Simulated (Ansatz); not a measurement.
Task: Lu (hcp (Mg type), space group No. 194) is relaxed with plane-wave PAW PBE+D3(BJ) (Ansatz code). What lattice parameters of the conventional cell result?

Result: a = 3.456 Å, c = 5.378 Å.

Space group P6_3/mmc (hcp (Mg type)). The cell was relaxed with PBE+D3(BJ) under the symmetry of its start. The pairwise dispersion correction was not fitted to metals. Axis ratios of metals converge slowly with the k-mesh, so a and c are less sure than the volume. Scalar-relativistic: spin–orbit coupling is off unless named, which matters more the heavier the elements.

Potentials: the earlier of the program's two PAW sets.
